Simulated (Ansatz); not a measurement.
According to DFT-r²SCAN in the program Ansatz with PAW potentials, Re in the hexagonal phase (P-6m2; Re on 2g, Re on 2h, Re on 1a, Re on 1f) relaxes to a = 2.761 Å, c = 13.356 Å. Re on 2g has 12 nearest neighbours from 2.74 Å (cuboctahedral); Re on 2h has 12 nearest neighbours from 2.74 Å (anticuboctahedral); Re on 1a has 12 nearest neighbours from 2.74 Å (anticuboctahedral); Re on 1f has 12 nearest neighbours from 2.74 Å (anticuboctahedral).

Electronic character: metallic (no gap). Gap from r²SCAN with spin–orbit coupling: none (metallic).

The bulk modulus is 3870 kbar.

The start of the workflow was typed in or built on a structure type; neither database checked (COD, Materials Project) lists it. It is not the phase usual at ambient conditions (space group No. 194). Symmetry was held in the r²SCAN relaxation; its stability against distortions is not shown here. No spin polarisation was allowed. Axis ratios of metals converge slowly with the k-mesh, so a and c are less sure than the volume. Spin–orbit coupling is left out wherever it is not named.

Potentials: the later of the program's two PAW sets.
